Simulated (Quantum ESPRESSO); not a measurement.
## Band energies of CaCd$_{3}$O$_{4}$

```
CaCd3O4
1.0
    3.33365    -4.73389     0.00000
    3.33365     4.73389     0.00000
    0.00000     0.00000     3.37048
O Ca Cd
4 1 3
Direct
  0.24944   0.75056   0.00000
  0.75056   0.24944   0.00000
  0.74853   0.74853   0.50000
  0.25147   0.25147   0.50000
  0.50000   0.50000   0.00000
  0.00000   0.50000   0.50000
  0.50000   0.00000   0.50000
  0.00000   0.00000   0.00000
```

norm-conserving PBEsol (Quantum ESPRESSO, 102 Ry, no spin-orbit coupling); path ΓXSRAZΓYX1A1TY,ZT; energies in eV from the valence-band maximum.

```csv
k (1/Å),point,band 43,band 44,band 45,band 46,band 47,band 48,band 49,band 50
0.00,Γ,-1.07,-0.96,-0.90,-0.11,0.00,0.17,4.62,4.91
0.47,,-0.96,-0.93,-0.92,-0.53,-0.38,2.41,4.09,4.49
0.70,X,-1.51,-1.12,-1.08,-0.65,-0.34,3.44,3.66,4.43
0.91,,-1.23,-0.94,-0.68,-0.66,-0.42,3.07,3.31,4.78
1.11,S,-0.93,-0.93,-0.91,-0.41,-0.38,2.88,2.96,5.10
1.48,,-1.37,-1.17,-0.94,-0.69,-0.53,3.47,3.96,5.72
1.86,,-1.70,-1.07,-1.03,-0.74,-0.60,4.49,5.06,5.76
2.04,R,-1.58,-1.27,-1.19,-0.65,-0.55,4.85,5.26,5.54
2.45,A,-1.73,-0.86,-0.72,-0.66,-0.15,3.88,5.11,5.53
2.80,,-1.64,-1.16,-0.94,-0.83,-0.75,4.91,5.19,5.70
3.15,Z,-1.85,-1.60,-1.31,-0.93,-0.11,4.74,5.32,5.60
3.71,,-1.16,-1.12,-0.94,-0.48,-0.39,1.85,5.55,5.57
4.09,Γ,-1.07,-0.96,-0.90,-0.11,0.00,0.17,4.62,4.91
4.58,,-1.26,-1.17,-1.12,-1.03,-0.12,2.69,3.96,5.35
4.75,Y,-1.55,-1.19,-1.15,-1.05,-0.12,3.45,3.48,5.35
4.75,X1,-1.51,-1.12,-1.08,-0.65,-0.34,3.44,3.66,4.43
5.22,,-1.55,-1.45,-1.07,-0.73,-0.17,3.98,4.45,4.89
5.53,,-1.70,-0.90,-0.85,-0.73,-0.08,3.97,5.04,5.13
5.68,A1,-1.73,-0.86,-0.72,-0.66,-0.15,3.88,5.11,5.53
5.68,T,-1.75,-0.91,-0.79,-0.11,0.00,3.53,4.70,5.22
6.08,,-1.58,-0.98,-0.71,-0.50,-0.41,4.23,4.41,4.45
6.35,,-1.35,-1.15,-1.09,-0.66,-0.58,3.71,3.80,5.14
6.61,Y,-1.55,-1.19,-1.15,-1.05,-0.12,3.45,3.48,5.35
6.61,Z,-1.85,-1.60,-1.31,-0.93,-0.11,4.74,5.32,5.60
6.88,,-1.95,-1.30,-0.88,-0.82,-0.11,4.79,4.79,5.20
7.28,T,-1.75,-0.91,-0.79,-0.11,0.00,3.53,4.70,5.22
```

The PBEsol gap is direct, 0.17 eV at Γ.

Spin-orbit splittings are left out.

Geometry of the Materials Project entry, not relaxed at this level.

The structure is a Materials Project entry; no match was found in the copy of COD used, and its stability was not checked.

Letters of k points follow the standard setting of the lattice, whose axes may be ordered differently from the printed cell.
